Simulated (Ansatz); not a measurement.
MgZnO2:
```cif
data_MgO2Zn
_chemical_formula_sum 'Mg1 Zn1 O2'
_space_group_name_H-M_alt 'P3m1'
_space_group_IT_number 156
_space_group_name_Hall 'P 3 -2"'
_cell_length_a 3.26540
_cell_length_b 3.26540
_cell_length_c 5.12396
_cell_angle_alpha 90.000
_cell_angle_beta 90.000
_cell_angle_gamma 120.000
loop_
_atom_site_label
_atom_site_type_symbol
_atom_site_symmetry_multiplicity
_atom_site_Wyckoff_symbol
_atom_site_fract_x
_atom_site_fract_y
_atom_site_fract_z
_atom_site_occupancy
Mg1 Mg 1 b 0.33333 0.66667 0.49608 1
Zn1 Zn 1 c 0.66667 0.33333 0.00279 1
O1 O 1 b 0.33333 0.66667 0.88469 1
O2 O 1 c 0.66667 0.33333 0.38843 1
```

Relaxed with PBEsol.

**Question.** Which orbitals make up the states near the band edges in DFT-PBEsol in the program Ansatz with PAW potentials?

**Answer.** Top 1 eV of the valence band: O 2p 78 %, Zn 3d 19 %. Bottom 1 eV of the conduction band: Zn 4s 34 %, Mg 3s 24 %, O 2s 24 %, O 2p 16 %. Projections are on Löwdin-orthogonalised atomic valence shells; empty p or d shells of many metals are not among them.

**Question.** Tabulate the density of states.

**Answer.** States/eV per cell of 4 atoms, in 0.25 eV bins, energy from the valence-band maximum.

```tsv
E (eV)	total	O 2p	Zn 3d	Zn 4s
-5.70	0.00	0.00	0.00	0.00
-5.45	4.38	1.63	2.36	0.32
-5.20	6.10	1.92	3.90	0.17
-4.95	7.95	2.22	5.45	0.15
-4.70	6.59	1.84	4.48	0.13
-4.45	6.32	1.36	4.68	0.15
-4.20	7.81	0.52	7.21	0.02
-3.95	2.76	0.66	1.93	0.10
-3.70	2.65	1.16	1.18	0.18
-3.45	2.62	1.37	0.90	0.20
-3.20	1.76	1.03	0.52	0.10
-2.95	3.59	2.15	1.05	0.06
-2.70	1.29	0.83	0.30	0.01
-2.45	3.04	2.14	0.61	0.03
-2.20	2.76	2.07	0.48	0.03
-1.95	4.31	3.46	0.61	0.03
-1.70	4.18	3.49	0.49	0.03
-1.45	3.80	3.18	0.46	0.02
-1.20	3.91	3.08	0.67	0.02
-0.95	4.11	3.22	0.76	0.01
-0.70	4.52	3.54	0.86	0.01
-0.45	2.13	1.65	0.43	0.00
-0.20	1.27	0.97	0.28	0.00
0.05	0.13	0.10	0.03	0.00
0.30	0.00	0.00	0.00	0.00
0.55	0.00	0.00	0.00	0.00
0.80	0.00	0.00	0.00	0.00
1.05	0.00	0.00	0.00	0.00
1.30	0.00	0.00	0.00	0.00
1.55	0.00	0.00	0.00	0.00
1.80	0.00	0.00	0.00	0.00
2.05	0.03	0.00	0.00	0.01
2.30	0.05	0.01	0.00	0.02
2.55	0.07	0.01	0.00	0.02
2.80	0.10	0.02	0.00	0.03
3.05	0.13	0.03	0.00	0.04
3.30	0.16	0.04	0.00	0.06
3.55	0.20	0.05	0.00	0.07
3.80	0.26	0.06	0.00	0.10
4.05	0.30	0.07	0.00	0.12
4.30	0.33	0.08	0.00	0.13
4.55	0.36	0.08	0.00	0.14
4.80	0.40	0.09	0.00	0.16
5.05	0.45	0.10	0.00	0.17
5.30	0.55	0.11	0.00	0.19
5.55	0.66	0.12	0.00	0.22
5.80	0.83	0.13	0.00	0.25
6.05	1.15	0.14	0.00	0.29
6.30	1.16	0.14	0.00	0.26
6.55	1.33	0.14	0.00	0.23
```

The first step of the workflow began from a Materials Project structure, measured or hypothetical; the Crystallography Open Database copy checked does not list it. With Mg and Zn taken as one species the cell has the higher symmetry P6_3mc, so it may be an ordered model of a mixed-site phase. Its standing as an ambient phase is unchecked. The cell was relaxed with PBEsol under the symmetry of its start; of distortions, only those at the zone centre were tested.

Potentials: the later of the program's two PAW sets.
